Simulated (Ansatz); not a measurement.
A trial cell of C4F, before relaxation:

```xyz
5
Lattice="3.0408 -3.6467 0.0000 3.0408 3.6467 0.0000 0.0000 0.0000 2.7709" Properties=species:S:1:pos:R:3 pbc="T T T"
C     3.0408   -1.6975    1.3854
C     1.7245    0.0000    0.0000
C     4.3571    0.0000    0.0000
C     3.0408    1.6975    1.3854
F     3.0408    0.0000    1.3854
```

The calculation used DFT PBE+D3(BJ), scalar-relativistic, plane waves, PAW (Ansatz). Cutoff 420 eV, Gaussian smearing, Γ-centred meshes. Cell and atoms relax first on a coarse mesh and then on a finer one. In between, the cell is made exact in the group found at 0.06 Å. In metals the finer mesh still leaves noise of several meV/atom or more. The steps can't lower the symmetry of their start. No spin polarisation in the relaxation; trial moments died out in a coarse test.

A guess keeps its type if space group and coordination stay and the shape of the cell changes little (axis ratios within about 15 %, angles within 6°); the volume may change.

Q: Will the relaxed cell still be of the starting type?

A: It doesn't keep its type. The symmetry stays Cmmm (No. 65). The volume per atom shrinks by 17.4 %, from 12.3 to 10.2 Å³. The shortest distance goes from 1.70 Å (C–F) to 1.65 Å (C–C). Counting neighbours within 15 % of an atom's shortest distance, the start has C 1/2, F 6 and the end C 5/6, F 2. In detail, at the end around C on a site of symmetry 2mm lie 4 C at 1.73 Å, 1 F at 1.74 Å and 1 C at 1.88 Å; around C on a site of symmetry m2m lie 5 C at 1.65–1.73 Å; around F lie 2 C at 1.74 Å.

```
C F
1.0
     2.67619   -3.97611    0.00000
     2.67619    3.97611    0.00000
     0.00000    0.00000    2.38555
C F
4 1
Direct
  0.82430 0.82430 0.50000
  0.89604 0.10396 0.00000
  0.10396 0.89604 0.00000
  0.17570 0.17570 0.50000
  0.50000 0.50000 0.50000
```

Energies over the elements count from the elements' standard structures at the same level (F₂ as a molecule), with no fitted energy shifts.

Q: At what energy does it end?

A: +2.50 eV/atom. A positive value: parting into the elements would lower its energy.

The last run used an 8×8×16 mesh (in the run's order of axes) for its 5-atom cell and Gaussian smearing of 0.10 eV. An odd number of electrons in the primitive cell allows no gap without spin; a larger cell or a magnetic state could open one. Symmetry constrained the relaxation, so the result can be a saddle point. Another cell of C4F relaxed alike, in P4/mmm, lies 2.15 eV/atom lower, so this cell isn't the stable form at this level.

In counts of neighbours, a slash parts the counts of unlike sites.
